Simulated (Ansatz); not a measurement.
**What DFT gives for Rb$_{6}$AgSn**

```xyz
8
Lattice="7.4597 0.0000 0.0000 -3.6253 6.5998 0.0000 0.0986 -3.9359 7.0481" Properties=species:S:1:pos:R:3 pbc="T T T"
Rb   -1.1513    2.7347    5.1923
Rb    5.0844   -0.0708    1.8558
Rb    2.7719    0.0568    5.0972
Rb    1.1612    2.6071    1.9509
Rb    6.0703   -2.0828    5.1987
Rb   -2.1372    4.7467    1.8494
Ag    0.0000    0.0000    0.0000
Sn    3.7792   -1.9680    3.5240
```

Level: PBE, no spin polarisation; 420 eV; 3×3×3 (shifted by 0.5, 0.5, 0.5 steps) mesh; methfessel-paxton occupations (width 0.0144 eV); Ansatz 0.2.0, fixed geometry.

**Charges.** Bader charges in e: Rb +0.34 to +0.39, Ag -0.99, Sn -1.27. In the mean Rb gives up most and Sn takes most.
**Forces.** The largest is on Rb3 (and as large on other atoms): 3.49 eV/Å, components (-1.37, 2.50, 2.01). It makes 178° with the line to a nearest neighbour, Sn8 at 2.75 Å, pointing away from it.
**Electronic structure.** It is a metal, with about 3.9 states/eV a cell as the mean within 0.25 eV of the Fermi level, mostly Rb s (41 %) and Sn p (32 %).
**Formation energy.** 0.86 eV an atom against the elements' usual phases (free molecules for gases, crystals otherwise, with no correction for O₂ or N₂), so at this geometry it isn't bound against them. Relaxing would lower it.

Origin: a known structure type with other elements, at an estimated volume, so it need not be a known compound. Caveats: the k mesh is coarse if the cell is a metal; atoms or cell far from equilibrium.
